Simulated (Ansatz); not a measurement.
Property card for B

B:
```yaml
crystal:
  lattice:
    - [-2.31942, 2.31942, 2.31942]
    - [2.31942, -2.31942, 2.31942]
    - [2.31942, 2.31942, -2.31942]
  atoms:
    - { symbol: B, position: [0.00000, 0.25000, 0.50000] }
    - { symbol: B, position: [0.25000, 0.50000, 0.00000] }
    - { symbol: B, position: [0.50000, 0.00000, 0.25000] }
    - { symbol: B, position: [0.25000, 0.25000, 0.25000] }
```

Space group I4_132 (No. 214); conventional cell a = b = c = 4.639 Å, α = β = γ = 90.00°.

Method: DFT-r²SCAN in the program Ansatz with PAW potentials. Structure relaxed to zero pressure with the same functional. Other levels are named where they apply.

**Cell and energy**

```json
{
 "volume_per_atom": "12.48 Å³",
 "density": "1.44 g/cm³"
}
```

**Electronic structure**

```json
{
  "band_gap": "1.76 eV (indirect)",
  "valence_band_maximum": "on the P–H line, 18 % of the way from P",
  "conduction_band_minimum": "on the Γ–P line, 23 % of the way from Γ (8 equivalent valleys)",
  "smallest_direct_gap_on_the_standard_path": "3.01 eV",
  "electron_effective_mass": "0.56, 0.56, 2.2 mₑ (principal values)",
  "hole_effective_mass": "0.54, 0.54, 1.1 mₑ (principal values)",
  "HSE06 gap on the r²SCAN cell": "2.42 eV"
}
```

**Mechanics**

```json
{
 "Bulk modulus (Birch–Murnaghan fit)": "1120 kbar",
 "Pressure derivative B′": "3.3",
 "Elastic constants (relaxed ions, GPa)": "C11 = 145, C12 = 94.7, C44 = 26.1",
 "mechanical_stability": "stable (all eigenvalues of C positive)",
 "hill_bulk_and_shear_moduli": "112 and 25.8 GPa",
 "Young's modulus": "71.8 GPa",
 "Poisson's ratio": "0.39",
 "debye_temperature_from_the_elastic_constants": "614 K"
}
```

The start of the workflow was typed in or built on a structure type; neither database checked (COD, Materials Project) lists it. It is not the phase usual at ambient conditions (space group No. 166). The r²SCAN relaxation kept the symmetry of its start; its stability against distortions is not shown here.

Potentials: the earlier of the program's two PAW sets.
